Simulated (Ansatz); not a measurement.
Input and command of a plane-wave DFT calculation in Ansatz:

```yaml
crystal:
  lattice:
    - [-1.785316, 1.785316, 3.583517]
    - [1.785316, -1.785316, 3.583517]
    - [1.785316, 1.785316, -3.583517]
  atoms:
    - { symbol: Zn, position: [0.0, 0.0, 0.0] }
    - { symbol: Co, position: [0.75, 0.25, 0.5] }
    - { symbol: Co, position: [0.25, 0.75, 0.5] }
    - { symbol: Co, position: [0.5, 0.5, 0.0] }
basis:
  ecutwfc: 420
kpoints:
  mp_grid: { grid: [16, 16, 16] }
hamiltonian:
  xc: pbesol
scf:
  occupations: { method: gaussian, width: 0.1 }
  lower_state_search: "off"
output:
  forces: true
  stress: true
  eigenvalues: true
magnetization:
  spin_polarized: true
  initial_magnetization: 12.0
  spin_locking: { lock_magnetization: hard }
```

```bash
ansatz run input.yaml --threads 1 --pin off --max-ram 2560MiB --backend cpu --events-out ev --progress --plain --runs-dir out
```

Processor: AMD EPYC 9R45 96-Core Processor (Zen 5), 1 thread, on a host shared with other jobs.

Task: How long does it run, and how much memory does it take?

Result: About 45 s on 1 thread of AMD EPYC 9R45 96-Core Processor (Zen 5), on a shared host, peak memory 1.2 GiB. It solves 45 bands at 349 k points (the mesh reduced by symmetry) with about 899 plane waves, in 16 SCF iterations.
